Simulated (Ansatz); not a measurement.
Ansatz (a quantum-chemistry and plane-wave program) input:

Ansatz 0.2 input:
```yaml
crystal:
  lattice:
    - [3.0729044702, 0.0, 0.0]
    - [-1.5364522351, 2.6612133346, 0.0]
    - [0.0, 0.0, 3.2785435043]
  atoms:
    - { symbol: Nb, position: [0.0, 0.0, 0.0] }
    - { symbol: B, position: [0.3333333333, 0.6666666667, 0.5] }
    - { symbol: B, position: [0.6666666667, 0.3333333333, 0.5] }
kpoints:
  mp_grid: { grid: [15, 15, 12] }
hamiltonian:
  xc: lda
  pseudopotentials: { kind: paw }
scf:
  occupations: { method: fermi_dirac, width: 0.1 }
phonons:
  method: dfpt
  response_accuracy: low
  eigenvectors: true
  rigid_motions: translations
```

Output (shortened):

```
zone centre: on kpoints.mp_grid the ground state, and the responses unless they are solved on pairs of k-points, stand on 448 of the mesh's 2700 k-points, …
Pseudopotentials: kind: paw
Pseudopotential: Nb, paw, valence charge 13
Pseudopotential: B, paw, valence charge 3
Functional definition: SPW92
Crystal: 3 atoms, lattice volume = 26.811 Å³
Basis set: ecut = 420 eV, 551 PW (Γ), exchange–correlation on 48×48×48 points (8 copies of the dense FFT grid, shifted against one another)
Bands: 14, of which v1, the nominal top of the filled ones, is band 10 counted from 1 (9 counted from 0)
Symmetry: 24 space group operations
k-points: 448 of 2700 (irreducible under 4 space group operations, time reversal used)
PAW frozen core: Nb, regenerated for the run's functional, and the local potential with it
PAW frozen core: B, regenerated for the run's functional, and the local potential with it
Initial wavefunctions: pseudopotential atomic-orbital guess
Eigensolver: davidson
Functional: x = slater, c = lda
SCF iter   1: F=—  HF=-4744.514328 eV  |F-HF|=—  |Δ(HF+E_count)|=         —  Δρ=5.91e-3  dr2=5.03e-3  ethr=1.77e-3  ⟨swp⟩=5.2  Hψ=33624  notcnv=0
all-band conjugate gradients solve this SCF's bands
preconditioner: auto → none
SCF iter   2: F=—  HF=-4744.513386 eV  |F-HF|=—  |Δ(HF+E_count)|=   9.42e-4  Δρ=3.58e-3  dr2=2.49e-3  ethr=2.65e-5  ⟨swp⟩=1.2  Hψ=10104  notcnv=0
SCF iter   3: F=—  HF=-4744.512813 eV  |F-HF|=—  |Δ(HF+E_count)|=   5.74e-4  Δρ=5.61e-4  dr2=3.26e-5  ethr=1.31e-5  ⟨swp⟩=2.9  Hψ=10726  notcnv=0
SCF iter   4: F=—  HF=-4744.512801 eV  |F-HF|=—  |Δ(HF+E_count)|=   1.15e-5  Δρ=1.31e-4  dr2=4.90e-6  ethr=1.72e-7  ⟨swp⟩=2.0  Hψ=10508  notcnv=0
SCF iter   5: F=—  HF=-4744.512800 eV  |F-HF|=—  |Δ(HF+E_count)|=   1.03e-6  Δρ=1.96e-5  dr2=6.71e-8  ethr=2.58e-8  ⟨swp⟩=2.2  Hψ=10146  notcnv=0
SCF iter   6: F=—  HF=-4744.512800 eV  |F-HF|=—  |Δ(HF+E_count)|=   3.86e-7  Δρ=1.42e-6  dr2=1.90e-10  ethr=3.53e-10  ⟨swp⟩=2.0  Hψ=10535  notcnv=0
SCF iter   7: F=—  HF=-4744.512800 eV  |F-HF|=—  |Δ(HF+E_count)|=  3.91e-11  Δρ=3.03e-7  dr2=2.69e-11  ethr=1.00e-12  ⟨swp⟩=6.0  Hψ=27581  notcnv=0
SCF iter   8: F=-4744.512800 eV  HF=-4744.512800 eV  |F-HF|=9.09e-13  |Δ(HF+E_count)|=  1.00e-11  Δρ=6.11e-8  dr2=5.52e-13  ethr=1.00e-12  ⟨swp⟩=5.1  Hψ=23684  notcnv=0
SCF 1 converged in 8 iterations: F = -4744.512800 eV  dr2 = 5.52e-13
DFPT response loops at Γ: preconditioner auto → Kerker (q_TF=auto, 2.576 Å⁻¹) (partly filled bands, converged f_vac=0.000) …
SCF converged after 8 iterations
Free energy (F): -4744.512800 eV
Harris-Foulkes:  -4744.512800 eV  (|F-HF|=9.09e-13)
Internal energy: -4744.481050 eV  (E = F + TS)
E sigma→0 (E₀):  -4744.496925 eV
Entropy (-TS):   -0.031750 eV (-10.583 meV/atom)
Fermi energy:    18.846172 eV
--- Per-component energies (eV) ---
  E_band       = -11.831620
  E_kinetic    = 501.579570
  E_local      = -695.567947  (includes V_loc(G=0)·N_el)
  E_nonlocal   = 146.559887
  E_hartree    = 223.311520
  E_xc         = -242.387447
  E_vxc        = -293.988961  (∫ρ·V_xc dr)
  E_paw        = -3110.285827  (= ΣΔE_a)
  E_vpaw       = -117.037223  (= ΣTr[D̂ρ^β])
  E_aug_tail   = 0.000001  (compensation charges beyond the density's cutoff)
  E_ewald      = -1568.208169
  E_core_change = 0.517363  (= ΣΔE_core)
  E_smearing   = -0.031750  (= −TS)
  E_closure    = 0.000000  (closes the sum)
  Σ components = -4744.512800   (vs F -4744.512800, Δ=0.00e0)
  [band-id]    e_kinetic+e_local+e_nonlocal+2·e_hartree+e_vxc+e_vpaw+e_augmentation_tail = -11.831633   (vs E_band -11.831620, Δ=-1.35e-5)
--- Band table (eV; the first three rows and the last of 448) ---
  k-point 0: bands = ["-36.7276", "-12.9865", "-12.5052", "-12.5052", "4.4998", "14.3792", "14.3792", "14.4228", "15.6887", "20.1500", "20.1500", "22.0563", "22.0563", "23.1799"]
  k-point 1: bands = ["-36.7258", "-13.0152", "-12.5030", "-12.5030", "4.6184", "13.9731", "14.4592", "14.4592", "16.0884", "19.6875", "19.6875", "21.8000", "21.8000", "23.3788"]
  k-point 2: bands = ["-36.7208", "-13.0927", "-12.4968", "-12.4968", "4.9596", "13.1276", "14.6981", "14.6981", "16.8165", "18.8500", "18.8500", "21.1204", "21.1204", "23.3150"]
  k-point 447: bands = ["-36.6061", "-13.2117", "-13.1079", "-12.7599", "7.5229", "10.4027", "12.7806", "13.5853", "14.5017", "20.7807", "21.8136", "22.2753", "23.8904", "26.0478"]
  band table: 14 of 14 bands, residual norms ≤ 1.0e-3 eV
--- Phonons (Γ-DFPT): 4 representative perturbations + reference, on 448 of 2700 k-points (Σ response iterations 10) ---
  k mesh reduced under 4 symmetry operations, with k and −k counted as one. Each operation leaves every solved displacement unchanged or reverses it
  ASR residual: 6.445e-4 → 0.000e0 eV/Å²; symmetrization residual: 1.720e-5 eV/Å²
  ASR residual per site (eV/Å²): 6.45e-4 4.05e-5 4.05e-5
  Γ frequencies (cm⁻¹): 0.00 0.00 0.00 432.22 432.22 494.72 562.81 814.86 814.86
  non-analytic LO–TO correction: not included (Born effective charges unavailable; polar crystals: no LO–TO splitting at Γ)
```

Cost: very roughly 50 core-seconds on shared cores.

Space group P6/mmm. The workflow started from a Materials Project entry (that database holds measured and hypothetical structures alike); the Crystallography Open Database files this formula in space group No. 191, but the cells were not matched. Whether it is the stable phase at ambient conditions was not checked. The LDA relaxation kept the symmetry of its start; whether a distortion lowers the energy is not shown. No spin polarisation was allowed. As this level gives no gap, phonon frequencies hold no LO–TO term and depend on the k-mesh and smearing (Fermi–Dirac, 0.1 eV here). Scalar-relativistic: spin–orbit coupling is off unless named, which matters more the heavier the elements.

Potentials: the later of the program's two PAW sets.

Ansatz is a plane-wave DFT program.
